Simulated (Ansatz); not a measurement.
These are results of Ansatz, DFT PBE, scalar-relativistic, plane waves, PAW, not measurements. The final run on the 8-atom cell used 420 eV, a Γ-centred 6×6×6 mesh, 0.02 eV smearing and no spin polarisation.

The zero of energy is the elements' standard structures at the same level (N₂ as a molecule); no fitted shifts are applied.

Question: Find a candidate cubic semiconductor made of Al, N and Y, with a gap near 2.3 eV, a formation energy near −1.18 eV/atom and about 12 Å³ per atom, in a cell of 8 atoms. Its symmetry should be P-43m (No. 215).

Answer: YAl3N4, space group P-43m (No. 215). Y is surrounded by 4 N at 2.18 Å and 12 Al at 3.28 Å; Al is surrounded by 4 N at 1.95 Å, 4 Y at 3.28 Å and 8 Al at 3.28 Å; around N lie 3 Al at 1.95 Å and 1 Y at 2.18 Å.

```cif
data_structure
_symmetry_space_group_name_H-M 'P-43m'
_symmetry_Int_Tables_number 215
_cell_length_a 4.6319
_cell_length_b 4.6319
_cell_length_c 4.6319
_cell_angle_alpha 90.000
_cell_angle_beta 90.000
_cell_angle_gamma 90.000
_cell_volume 99.37
loop_
_atom_site_label
_atom_site_type_symbol
_atom_site_symmetry_multiplicity
_atom_site_Wyckoff_symbol
_atom_site_fract_x
_atom_site_fract_y
_atom_site_fract_z
_atom_site_occupancy
Y1 Y 1 a 0.00000 0.00000 0.00000 1
Al1 Al 3 c 0.00000 0.50000 0.50000 1
N1 N 4 e 0.27218 0.27218 0.72782 1
```

* Volume per atom: 12.42 Å³
* Density: 3.77 g/cm³
* Formation energy: −1.179 eV/atom
* Gap on the 6×6×6 mesh of the 8-atom cell: 2.32 eV

The cell was found from a structure generator's guess, not taken from experiment. Other answers may fit too; this one was computed.

Kohn–Sham gaps at this level usually fall short of measured ones. Symmetry constrained the relaxation, so the result can be a saddle point. Another cell of YAl3N4 relaxed alike, in I-42m, lies 59 meV/atom lower, so this cell isn't the stable form at this level.
